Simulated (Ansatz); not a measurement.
Ni (fcc (Cu type)), relaxed with PBE (Ansatz, a program for electronic structure, plane waves, PAW): a = b = c = 3.5189 Å, α = β = γ = 90.00°.

| Quantity | Result |
|---|---|
| spin order and moments (μB) | ferromagnetic; net 0.64 per atom; largest site about 0.7 |

**Question.** The same phase is relaxed and computed with PBE+D3(BJ) in the same code. What are the cell and these values now?

**Answer.** a = b = c = 3.4786 Å, α = β = γ = 90.00°.

* **spin order and moments (μB)**: ferromagnetic; net 0.63 per atom; largest site about 0.7

Spin orders computed, not proven ground states: Ni, fcc (Cu type) with PBE ferromagnetic; Ni, fcc (Cu type) with PBE+D3(BJ) ferromagnetic. All cells were relaxed under the symmetry of their starts (and spin orders); stability against distortions was not tested throughout.

Potentials: the earlier of the program's two PAW sets.

Ansatz is a plane-wave DFT program.
